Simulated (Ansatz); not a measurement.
An Ansatz (an electronic-structure program) input:

Ansatz 0.2 input:
```yaml
crystal:
  lattice:
    - [3.2309951132, 0.0, 0.0]
    - [-1.6154975566, 2.7981238475, 0.0]
    - [0.0, 0.0, 12.1156278874]
  atoms:
    - { symbol: Si, position: [0.3333333333, 0.6666666667, 0.75] }
    - { symbol: Si, position: [0.6666666667, 0.3333333333, 0.25] }
    - { symbol: Ta, position: [0.3333333333, 0.6666666667, 0.0954592754] }
    - { symbol: Ta, position: [0.6666666667, 0.3333333333, 0.5954592754] }
    - { symbol: Ta, position: [0.6666666667, 0.3333333333, 0.9045407246] }
    - { symbol: Ta, position: [0.3333333333, 0.6666666667, 0.4045407246] }
    - { symbol: N, position: [0.0, 0.0, 0.0] }
    - { symbol: N, position: [0.0, 0.0, 0.5] }
kpoints:
  mp_grid: { grid: [11, 11, 3] }
  band_path:
    path:
      - [[0.0, 0.0, 0.0], [0.5, 0.0, 0.0], [0.3333333333, 0.3333333333, 0.0], [0.0, 0.0, 0.0], [0.0, 0.0, 0.5], [0.5, 0.0, 0.5], [0.3333333333, 0.3333333333, 0.5], [0.0, 0.0, 0.5]]  # Γ-M-K-Γ-A-L-H-A
      - [[0.5, 0.0, 0.5], [0.5, 0.0, 0.0]]  # L-M
      - [[0.3333333333, 0.3333333333, 0.5], [0.3333333333, 0.3333333333, 0.0]]  # H-K
    npoints: 8
basis: { xc_grid: 2 }
hamiltonian:
  xc: pbe
  pseudopotentials: { kind: paw }
magnetization: { noncollinear: true, spin_orbit: true }
scf:
  n_extra_bands: 16
  convergence: { dr2_threshold: 0.0000000001 }
  occupations: { method: gaussian, width: 0.05 }
output: { eigenvalues: true }
```

Task: How many symmetry operations and irreducible k-points will the run report?

Result: 24 operations, 32 of 363 k-points.

Task: With a cutoff of 420 eV, how many plane waves at Γ?

Result: 2177.

It took roughly 4 core-minutes on shared server cores.

Space group P6_3/mmc. The start of the workflow was typed in or built on a structure type; neither database checked (COD, Materials Project) lists it. Its standing as an ambient phase is unchecked. The PBE relaxation kept the symmetry of its start; whether a distortion lowers the energy is not shown. No spin polarisation was allowed.

Potentials: the later of the program's two PAW sets.

Ansatz is a plane-wave DFT program.
